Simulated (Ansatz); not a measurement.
Relaxed-ion elastic tensor of Na3P in space group P6_3/mmc (No. 194; Na on 2b, Na on 4f, P on 2c) in GPa (Voigt order), DFT-PBEsol in the program Ansatz with PAW potentials; density 1.80 g/cm³, 23.03 Å³ per atom.

```
      1     2     3     4     5     6
-  ----  ----  ----  ----  ----  ----
1  51.0  21.1   6.8   0.0   0.0   0.0
2  21.1  51.0   6.8   0.0   0.0   0.0
3   6.8   6.8  62.0   0.0   0.0   0.0
4   0.0   0.0   0.0  11.3   0.0   0.0
5   0.0   0.0   0.0   0.0  11.3   0.0
6   0.0   0.0   0.0   0.0   0.0  14.9
```

Task: Is the crystal mechanically stable?

Result: Yes: the smallest eigenvalue of C is 11.3 GPa.

Task: Work out the Voigt, Reuss and Hill averages.

Result: K_V = 25.9, K_R = 25.9, K_H = 25.9; G_V = 16.1, G_R = 14.4, G_H = 15.3 GPa.

Task: Give Young's modulus, Poisson's ratio, Pugh's ratio and the universal anisotropy index.

Result: E = 9KG/(3K + G) = 38.3 GPa; ν = 0.25; K/G = 1.70 (near the Pugh limit of 1.75, no verdict); A_U = 5G_V/G_R + K_V/K_R − 6 = 0.59.

Task: Estimate the sound speeds and the Debye temperature.

Result: v_l = √((K + 4G/3)/ρ) = 5070 m/s, v_t = √(G/ρ) = 2910 m/s, mean 3230 m/s; Θ = (h/k)(3n/4πV)^(1/3) v_m = 338 K.

Task: Solve the Christoffel equation for the three sound speeds along x, y, z.

Result: Eigenvalues of C_ijkl n_j n_l equal ρv². In km/s, slowest first: x 2.50, 2.88, 5.32; y 2.50, 2.88, 5.32; z 2.50, 2.50, 5.87.

Task: How much does each axis shrink under pressure?

Result: Linear compressibilities β_i = Σ_j S_ij (j = 1 to 3): x 13, y 13, z 13 per TPa.

The first step of the workflow began from a Materials Project structure, measured or hypothetical; the Crystallography Open Database files this formula in space group No. 194, but the cells were not matched. Whether it is the stable phase at ambient conditions was not checked. The cell was relaxed with PBEsol under the symmetry of its start; its stability against distortions is not shown here.

Potentials: the later of the program's two PAW sets.
